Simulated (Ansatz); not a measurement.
## Relativity in Tl

```
Tl
1.0
     3.45600    0.00000    0.00000
    -1.72800    2.99298    0.00000
     0.00000    0.00000    5.52500
Tl
2
Cartesian
  0.0000 1.9953 1.3813
  1.7280 0.9977 4.1438
```

Atom numbers follow the list: Tl1, Tl2.

Conventional cell: a = 3.456 Å, b = 3.456 Å, c = 5.525 Å, α = 90.00°, β = 90.00°, γ = 120.00°. Tl (atom 1) has 12 Tl at 3.41 to 3.46 Å as nearest neighbours.

The cell is a measured one (Crystallography Open Database entry 9008519); the temperature and pressure of the measurement aren't taken into account, and nothing was relaxed.

One fixed cell is solved with PBE by all-electron LAPW in Ansatz 0.2.0 under different relativistic treatments. Pressure is positive in compression.

The runs use a Γ-centred 12×12×7 k mesh, Fermi–Dirac smearing of 0.03 eV, basis error target 0.5 meV/atom, no spin polarisation.

```
                 setting  P (GPa)  lowest level at Γ above −25 eV, from the valence-band top or, without a gap, the Fermi level (eV)
     scalar-relativistic     3.18                                                                                                  ?
        non-relativistic        ?                                                                                             -14.63
with spin–orbit coupling     2.63                                                                                             -12.71
```

(1) Give the missing entry: row "non-relativistic", column "P (GPa)".

(2) What belongs in the row "scalar-relativistic", column "lowest level at Γ above −25 eV, from the valence-band top or, without a gap, the Fermi level (eV)"?

Answers

(1) 5.78.

(2) -11.89.
